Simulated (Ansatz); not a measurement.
ZrO2:
```yaml
crystal:
  lattice:
    - [4.86773, 0.00000, 0.00000]
    - [0.00000, 4.86773, 0.00000]
    - [0.00000, 0.00000, 3.25725]
  atoms:
    - { symbol: Zr, position: [0.00000, 0.00000, 0.00000] }
    - { symbol: Zr, position: [0.50000, 0.50000, 0.50000] }
    - { symbol: O, position: [0.69423, 0.30577, 0.00000] }
    - { symbol: O, position: [0.30577, 0.69423, 0.00000] }
    - { symbol: O, position: [0.19423, 0.19423, 0.50000] }
    - { symbol: O, position: [0.80577, 0.80577, 0.50000] }
```

Relaxed with r²SCAN.

Problem. Map the valence electron density (e/Å³), cut off at 3 on the plane through (0.000, 0.000, 0.000) spanned by u = [0, 0, 1] and v = [1, 1, 0] in lattice vectors, from the program Ansatz at the r²SCAN level (PAW).

Solution. x is the fraction of u, y of v (the angle between them is 90°; rows are the nearest grid lines); atoms in the plane: Zr at (0.00, 0.00), Zr at (0.50, 0.50), O at (0.50, 0.19), O at (0.50, 0.81).
```
|%@@@=.     .=@@@%|
|@@@@-.     .-@@@@|
|@@*-:.:---:.:-*@@|
|=-::.-+#@#+-.::-=|
|   .:*@@@@@*:.   |
|    :*@@@@@*:    |
|    .:+@@@+:.    |
|     .:===:.     |
|      ..:..      |
|     .:===:.     |
|    :*@@@@@*:    |
|   .-%@@@@@%-.   |
|   .-%@@@@@%-.   |
|    :*@@@@@*:    |
|     .:===:.     |
|      ..:..      |
|     .:===:.     |
|    .:+@@@+:.    |
|    :*@@@@@*:    |
|   .:*@@@@@*:.   |
|=-::.-+#@#+-.::-=|
|@@*-:.:---:.:-*@@|
|@@@@-.     .-@@@@|
|%@@@=.     .=@@@%|
```
Scale: ten equal steps from 0.049 (start of ' ') to 3.00 (end of '@'), in the order ' .:-=+*#%@'; x runs from 0.000 to 1.00, y from 0.000 (bottom) to 1.00 (top).

The density is the valence pseudo-density with augmentation charge, so density and ELF within about 1 Å of a nucleus are not all-electron values.

Space group P4_2/mnm (rutile). The workflow started from a Materials Project entry (that database holds measured and hypothetical structures alike); the Crystallography Open Database copy checked does not list it. It is not the phase usual at ambient conditions (space group No. 14). Symmetry was held in the r²SCAN relaxation; its stability against distortions is not shown here. The run is not spin-polarised.

Potentials: the later of the program's two PAW sets.
